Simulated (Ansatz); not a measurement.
Computed energy over volume and axial ratio: Nb (bcc, W type)

Nb (bcc, W type)

Space group Im-3m (No. 229); a = b = c = 3.3096 Å, α = β = γ = 90.00°

| atom | site | symmetry | x | y | z |
|---|---|---|---|---|---|
| Nb | 2a | m-3m | 0.0000 | 0.0000 | 0.0000 |
(The calculation used a cell of 1 atom; values per cell refer to that cell.)

The relaxed cell is deformed in two ways at once: its volume V is scaled, and at that volume it is stretched along z (the c axis of the conventional cell) so that c/a changes. Fractional atomic positions are held.

Level of theory: PBE (plane waves to 420 eV, PAW, scalar-relativistic; Ansatz, a quantum-chemistry and plane-wave program). k mesh 20×20×20 (Γ-centred), Fermi-Dirac smearing 0.05 eV. Energies are smeared free energies. Stress and pressure are positive under compression. With partly filled bands, the response to shear is sensitive to the k mesh, so small differences along c/a are uncertain. Nb is run without spin polarisation. Nb was relaxed with its symmetry unable to fall. The PAW data are Ansatz's earlier set. ΔE is measured from the relaxed starting cell.

ΔE (meV/atom), with V/V₀ across and (c/a)/(c/a)₀ down:

| (c/a)/(c/a)₀ \ V/V₀ | 0.960 | 0.973 | 0.987 | 1.000 | 1.013 | 1.027 | 1.040 |
|---|---|---|---|---|---|---|---|
| 0.880 | 81 | 70 | 62 | 59 | 58 | 61 | 67 |
| 0.920 | 44 | 33 | 27 | 25 | 25 | 29 | 37 |
| 0.960 | 24 | 14 | 9 | 7 | 8 | 13 | 21 |
| 1.000 | 16 | 7 | 2 | 0 | 2 | 7 | 14 |
| 1.040 | 24 | 14 | 9 | 7 | 8 | 13 | 21 |
| 1.080 | 45 | 35 | 29 | 27 | 28 | 32 | 39 |
| 1.120 | 79 | 68 | 61 | 58 | 58 | 61 | 67 |

σzz − σxx (GPa), with V/V₀ across and (c/a)/(c/a)₀ down:

```tsv
(c/a)/(c/a)₀ \ V/V₀	0.960	0.973	0.987	1.000	1.013	1.027	1.040
0.880	15.0	14.3	13.7	13.0	12.4	11.9	11.3
0.920	8.7	8.3	7.9	7.5	7.1	6.8	6.4
0.960	4.5	4.4	4.2	4.0	3.9	3.7	3.6
1.000	0.0	0.0	0.0	0.0	0.0	0.0	0.0
1.040	-5.3	-5.1	-4.9	-4.7	-4.5	-4.3	-4.2
1.080	-10.5	-10.0	-9.6	-9.2	-8.8	-8.4	-8.0
1.120	-15.4	-14.7	-14.1	-13.5	-12.9	-12.3	-11.8
```

Derived quantities:

| Item | Result |
|---|---|
| Lowest place on the grid | V/V₀ = 1.000, (c/a)/(c/a)₀ = 1.000 (0 meV/atom) |
| Highest place on the grid | V/V₀ = 0.960, (c/a)/(c/a)₀ = 0.880 (81 meV/atom) |

(Under strain, the slope of the energy per volume gives the stress and its curvature an elastic modulus.)
